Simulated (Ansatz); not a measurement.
CaO (rock salt)

```
CaO
1.0
    0.00000     2.38355     2.38355
    2.38355     0.00000     2.38355
    2.38355     2.38355     0.00000
O Ca
1 1
Direct
  0.00000   0.00000   0.00000
  0.50000   0.50000   0.50000
```

The volume is varied about the relaxed value V₀ at fixed cell shape. Symmetry pins the atoms to their sites.

Level of theory: PBEsol (plane waves to 420 eV, PAW, scalar-relativistic; Ansatz, an electronic-structure program). k mesh 12×12×12 (Γ-centred), Fermi-Dirac smearing 0.05 eV. The energy includes the smearing's −TS. Stress and pressure are positive under compression. CaO was relaxed with its symmetry unable to fall. ΔE is measured from the relaxed starting cell.

```tsv
V (Å³/atom)	ΔE (meV/atom)
12.729	19.6
12.865	13.4
13.000	8.4
13.135	withheld
13.271	2.0
13.406	0.5
13.542	0.0
13.677	0.5
13.812	1.9
13.948	4.2
14.083	7.3
14.219	11.2
14.354	15.8
```

Problem. Fit a third-order Birch-Murnaghan form (E₀, V₀, B₀, B₀′ free) to the given rows and predict ΔE at V = 13.135.

Solution. Least squares on the 12 given rows: ΔE = E₀ + (9V₀B₀/16)·y²·[2 + (B₀′ − 4)y], y = (V₀/V)^(2/3) − 1, with V₀ = 13.541 Å³/atom, B₀ = 115.4 GPa (160.2 GPa = 1 eV/Å³; the term in eV is multiplied by 1000), B₀′ = 4.49, E₀ = 0.01 meV/atom; root-mean-square residual 0.02 meV/atom. At 13.135 the fit gives 4.6 meV/atom; the calculation gives 4.6 meV/atom, the same to the digits shown. For the pressure the fit gives 3.76 GPa against the computed 3.76 GPa.

(Under strain, the slope of the energy per volume gives the stress and its curvature an elastic modulus.)
